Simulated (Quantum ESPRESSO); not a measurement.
Field gradients of ZrO₂ from the PAW reconstruction of the field gradient on a scalar-relativistic PBE ground state (a modified build of Quantum ESPRESSO, JTH datasets), 22.5 Ha, k-mesh 6×6×5 through Γ:

```
CELL_PARAMETERS angstrom
      3.60017     0.00000     0.00000
      0.00000     3.60017     0.00000
      0.00000     0.00000     5.22516
ATOMIC_POSITIONS crystal
  Zr 0.00000 0.00000 0.00000
  Zr 0.50000 0.50000 0.50000
  O  0.00000 0.50000 0.30177
  O  0.00000 0.50000 0.80177
  O  0.50000 0.00000 0.19823
  O  0.50000 0.00000 0.69823
```
The cell comes from the Materials Project (a computed structure). It is ZrO2 in P4₂/nmc. Stability against distortions was not tested. The run has no spin polarisation.

Vzz is the sum of three terms, each taken along its main axis: the smooth valence density, the ions (nucleus and frozen core) with the augmentation charges of all other spheres, and the all-electron minus smooth density in the atom's own sphere. The split hangs on the datasets.  Cores are frozen. Against all-electron runs on small test molecules, this scheme's |Vzz| missed by −2 to +6 % on O. Zr had no test against all-electron runs.

```csv
site,smooth valence density,ions and other spheres,own sphere,Vzz (a.u.)
"Zr (atoms 1, 2)",0.024,-0.026,___,___
"O (atoms 3, 4, 5, 6)",0.211,-0.198,___,___
```

**Question.** Fill in the missing entries.

**Answer.** 
- Zr (atoms 1, 2), own sphere: 0.569
- Zr (atoms 1, 2), Vzz (a.u.): 0.567
- O (atoms 3, 4, 5, 6), own sphere: 0.079
- O (atoms 3, 4, 5, 6), Vzz (a.u.): 0.092
